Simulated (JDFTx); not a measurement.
System: ScAl3(100) (Pm-3m bulk; lattice of mp-2121, not re-optimised at this level), 1x1 cell of 6 atoms in 3 planes (Al outermost, slab composition ScAl5), area 16.71 Å² a face, 4.2 Å between the outermost planes in a cell 20.1 Å high; k mesh 6×6×1, Fermi width 0.01 Ha, no spin polarisation. Whether this polymorph is the ambient one wasn't checked. Neither spin polarisation nor a larger cell was tried.

Level of theory: PBE, GBRV ultrasoft potentials, plane waves to 20/100 Ha; code: a modified build of JDFTx. Liquid: linear PCM (GLSSA13), water, 1 M KCl. Between zero charge and 0.28 V from it the run gives σ = 5.3 μC/cm², a mean capacitance of 18.9 μF/cm². The liquid has ε = 78.4, a 1:1 salt at 1 M with linear (Debye) response, and T = 298 K.

Working it through: the Debye length, the diffuse-layer capacitance, and the inner capacitance that is left when the two stand in series.

Each ion has density c = 1 × 6.022×10⁻⁴ = 6.022e-04 Å⁻³. λ² = ε kT / (8π (e²/4πε₀) c) with kT = 0.02568 eV and e²/4πε₀ = 14.40 eV Å gives λ = 3.04 Å; the log prints 3.04 Å. C_diffuse = ε₀ε/λ = 228 μF/cm². Then 1/C_inner = 1/18.9 − 1/228, so C_inner = 20.6 μF/cm², which equals a vacuum gap of ε₀/C_inner = 0.43 Å. The diffuse layer takes 8 % of the potential drop; the rest lies between the electrode's charge and the onset of the dielectric, with the electrode's own (quantum) capacitance in it. The split is a model: in the calculation solvent and ions share one smooth cavity.
